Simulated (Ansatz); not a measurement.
Input, command and steps of an Ansatz relaxation.

```yaml
crystal:
  lattice:
    - [-1.8474748653, 1.8474748653, 4.1268269718]
    - [1.8474748653, -1.8474748653, 4.1268269718]
    - [1.8474748653, 1.8474748653, -4.1268269718]
  atoms:
    - { symbol: Ta, position: [0.5, 0.5, 0.0] }
    - { symbol: Ta, position: [0.25, 0.75, 0.5] }
    - { symbol: Ta, position: [0.75, 0.25, 0.5] }
    - { symbol: H, position: [0.0, 0.0, 0.0] }
basis:
  ecutwfc: 420
kpoints:
  mp_grid: { grid: [6, 6, 6] }
hamiltonian:
  xc: pbe
scf:
  occupations: { method: gaussian, width: 0.1 }
  lower_state_search: "off"
output:
  forces: true
  stress: true
  eigenvalues: true
relax:
  adjacent_minimum: "off"
  f_tol: 0.04
  max_steps: 70
  cell: { stress_tol: 0.4 }
```

```bash
ansatz run input.yaml --threads 1 --pin off --max-ram 2560MiB --backend cpu --events-out ev --progress --plain --runs-dir out
```

Computed with Ansatz, DFT PBE, scalar-relativistic, plane waves, PAW.

Of 8 frames 8 are shown, positions in Å and forces in eV/Å; the SCF threshold varies from step to step. Steps run on the plane waves of an earlier cell, with a Pulay correction in the pressure. The basis is chosen afresh for the last frame, the zero of the energies, and at times for earlier ones too; energy and pressure step there, also at an unchanged geometry. The mark taken_back stands on steps that the optimiser undid.

```xyz
4
Lattice="-1.8475 1.8475 4.1268 1.8475 -1.8475 4.1268 1.8475 1.8475 -4.1268" Properties=species:S:1:pos:R:3:forces:R:3 pbc="T T T" step=1 free_energy_over_end_meV_per_atom=153.88 pressure_GPa=25.72
Ta    0.0000    0.0000    4.1268    0.0000    0.0000    0.0000
Ta    1.8475    0.0000    2.0634    0.0000    0.0000    0.0000
Ta    0.0000    1.8475    2.0634    0.0000    0.0000    0.0000
H     0.0000    0.0000    0.0000    0.0000    0.0000    0.0000
4
Lattice="-1.9381 1.9381 4.3091 1.9381 -1.9381 4.3091 1.9381 1.9381 -4.3091" Properties=species:S:1:pos:R:3:forces:R:3 pbc="T T T" step=2 free_energy_over_end_meV_per_atom=10.97 pressure_GPa=-1.11
Ta    0.0000    0.0000    4.3091    0.0000    0.0000    0.0000
Ta    1.9381    0.0000    2.1546    0.0000    0.0000    0.0000
Ta    0.0000    1.9381    2.1546    0.0000    0.0000    0.0000
H     0.0000    0.0000    0.0000    0.0000    0.0000    0.0000
4
Lattice="-1.9427 1.9427 4.2622 1.9427 -1.9427 4.2622 1.9427 1.9427 -4.2622" Properties=species:S:1:pos:R:3:forces:R:3 pbc="T T T" step=3 free_energy_over_end_meV_per_atom=8.34 pressure_GPa=-0.17
Ta    0.0000    0.0000    4.2622    0.0000    0.0000    0.0000
Ta    1.9427    0.0000    2.1311    0.0000    0.0000    0.0000
Ta    0.0000    1.9427    2.1311    0.0000    0.0000    0.0000
H     0.0000    0.0000    0.0000    0.0000    0.0000    0.0000
4
Lattice="-1.9568 1.9568 4.1836 1.9568 -1.9568 4.1836 1.9568 1.9568 -4.1836" Properties=species:S:1:pos:R:3:forces:R:3 pbc="T T T" step=4 free_energy_over_end_meV_per_atom=5.75 pressure_GPa=0.47
Ta    0.0000    0.0000    4.1836    0.0000    0.0000    0.0000
Ta    1.9568    0.0000    2.0918    0.0000    0.0000    0.0000
Ta    0.0000    1.9568    2.0918    0.0000    0.0000    0.0000
H     0.0000    0.0000    0.0000    0.0000    0.0000    0.0000
4
Lattice="-1.9786 1.9786 4.0929 1.9786 -1.9786 4.0929 1.9786 1.9786 -4.0929" Properties=species:S:1:pos:R:3:forces:R:3 pbc="T T T" step=5 free_energy_over_end_meV_per_atom=3.14 pressure_GPa=0.48
Ta    0.0000    0.0000    4.0929    0.0000    0.0000    0.0000
Ta    1.9786    0.0000    2.0464    0.0000    0.0000    0.0000
Ta    0.0000    1.9786    2.0464    0.0000    0.0000    0.0000
H     0.0000    0.0000    0.0000    0.0000    0.0000    0.0000
4
Lattice="-2.0294 2.0294 3.8908 2.0294 -2.0294 3.8908 2.0294 2.0294 -3.8908" Properties=species:S:1:pos:R:3:forces:R:3 pbc="T T T" step=6 free_energy_over_end_meV_per_atom=6.95 pressure_GPa=0.69 taken_back
Ta    0.0000    0.0000    3.8908    0.0000    0.0000    0.0000
Ta    2.0294    0.0000    1.9454    0.0000    0.0000    0.0000
Ta    0.0000    2.0294    1.9454    0.0000    0.0000    0.0000
H     0.0000    0.0000    0.0000    0.0000    0.0000    0.0000
4
Lattice="-1.9958 1.9958 4.0363 1.9958 -1.9958 4.0363 1.9958 1.9958 -4.0363" Properties=species:S:1:pos:R:3:forces:R:3 pbc="T T T" step=7 free_energy_over_end_meV_per_atom=1.73 pressure_GPa=-0.04
Ta    0.0000    0.0000    4.0363    0.0000    0.0000    0.0000
Ta    1.9958    0.0000    2.0182    0.0000    0.0000    0.0000
Ta    0.0000    1.9958    2.0182    0.0000    0.0000    0.0000
H     0.0000    0.0000    0.0000    0.0000    0.0000    0.0000
4
Lattice="-1.9958 1.9958 4.0363 1.9958 -1.9958 4.0363 1.9958 1.9958 -4.0363" Properties=species:S:1:pos:R:3:forces:R:3 pbc="T T T" step=8 free_energy_over_end_meV_per_atom=0.00 pressure_GPa=0.03
Ta    0.0000    0.0000    4.0363    0.0000    0.0000    0.0000
Ta    1.9958    0.0000    2.0182    0.0000    0.0000    0.0000
Ta    0.0000    1.9958    2.0182    0.0000    0.0000    0.0000
H     0.0000    0.0000    0.0000    0.0000    0.0000    0.0000
```

The start puts this composition into another compound's structure type, which needn't suit it. At the end the space group is I4/mmm (tolerance 0.05 Å).

The run took 20 s on 1 thread of Intel(R) Xeon(R) 6975P-C (Granite Rapids), on a shared host, peak memory 0.38 GiB.

The k mesh is coarse. Spin–orbit coupling is left out, which can shift energies with elements as heavy as these.